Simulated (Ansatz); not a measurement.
These are results of Ansatz, DFT PBE, scalar-relativistic, plane waves, PAW, not measurements. All cells share a 420 eV cutoff and Γ-centred k meshes spaced at most about 0.3 Å⁻¹ (about 0.25 or finer for metals, 2π included). Collinear spin in cells that started with moments and kept them past the coarse steps, no spin elsewhere.

Temperature and zero-point effects are left out. All come from trial cells, and lower structures may exist.

Task: These unrelaxed guesses for EuS3 are each relaxed within their symmetry. Order them by the energy at which they end, lowest first.
A.

```
Eu S
1.0
     0.00000    4.00721    4.00721
     4.00721    0.00000    4.00721
     4.00721    4.00721    0.00000
Eu S
1 3
Direct
  0.00000 0.00000 0.00000
  0.75000 0.75000 0.75000
  0.50000 0.50000 0.50000
  0.25000 0.25000 0.25000
```

B.

```
Eu S
1.0
    -2.73429    2.84642    3.81630
     2.73429   -2.84642    3.81630
     2.73429    2.84642   -3.81630
Eu S
1 3
Direct
  0.50000 0.50000 0.00000
  0.11516 0.11516 0.00000
  0.88484 0.88484 0.00000
  0.00000 0.50000 0.50000
```

C.

```
Eu S
1.0
     6.91287    0.00000    0.00000
    -3.45643    5.98672    0.00000
     0.00000    0.00000    4.89633
Eu S
2 6
Direct
  0.33333 0.66667 0.75000
  0.66667 0.33333 0.25000
  0.16910 0.33820 0.25000
  0.66180 0.83090 0.25000
  0.16910 0.83090 0.25000
  0.83090 0.66180 0.75000
  0.33820 0.16910 0.75000
  0.83090 0.16910 0.75000
```

D.

```
Eu S
1.0
     4.44269    0.00000    0.00000
     0.00000    4.44269    0.00000
     0.00000    0.00000    4.44269
Eu S
1 3
Direct
  0.00000 0.00000 0.00000
  0.50000 0.50000 0.00000
  0.50000 0.00000 0.50000
  0.00000 0.50000 0.50000
```

Result: C (ends in P6_3/mmc, 0 meV/atom), D (ends in Pm-3m, 109 meV/atom), A (ends in Fm-3m, BiF3 (D0_3) type, 288 meV/atom), B (ends in Immm, 0.31 eV/atom).

Weakly bound directions are ill-defined at this level, which has no dispersion term (Immm), and this can change margins and order among such cells. In such compounds of Eu a zero gap at this level may well be an artefact, since no Hubbard U is applied. The magnetic state reached may not be the lowest. Cells relaxed within their symmetry can be saddle points. Some types were kept out of the candidates beforehand, so the set may lack a known form.
